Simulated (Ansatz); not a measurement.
Consider the following.

WS$_{2}$:
```cif
data_S4W2
_chemical_formula_sum 'W2 S4'
_space_group_name_H-M_alt 'P 1'
_space_group_IT_number 1
_cell_length_a 3.12713
_cell_length_b 3.12713
_cell_length_c 12.15764
_cell_angle_alpha 90.000
_cell_angle_beta 90.000
_cell_angle_gamma 120.000
loop_
_space_group_symop_operation_xyz
  'x, y, z'
loop_
_atom_site_label
_atom_site_type_symbol
_atom_site_fract_x
_atom_site_fract_y
_atom_site_fract_z
_atom_site_occupancy
W1 W 0.33333 0.66667 0.25000 1
W2 W 0.66667 0.33333 0.75000 1
S1 S 0.33333 0.66667 0.62152 1
S2 S 0.66667 0.33333 0.37848 1
S3 S 0.66667 0.33333 0.12152 1
S4 S 0.33333 0.66667 0.87848 1
```

This is the LDA-relaxed structure.

Task: All from LDA (plane waves, PAW; program Ansatz), unless another level is named. Estimate the Poisson's ratio.

Result: 0.19.

Task: What about the highest zone-centre frequency (without LO–TO term)?

Result: 441 cm⁻¹.

Space group P6_3/mmc. The cell was relaxed with LDA under the symmetry of its start. The run is not spin-polarised. A crystal of weakly bound layers computed without a dispersion correction: the cell and the soft elastic constants depend strongly on that. Scalar-relativistic: spin–orbit coupling is off unless named, which matters more the heavier the elements.

Potentials: the earlier of the program's two PAW sets. The files were generated under PBE; for other functionals the program regenerates the frozen cores, and for LDA and PBEsol the local potential too.
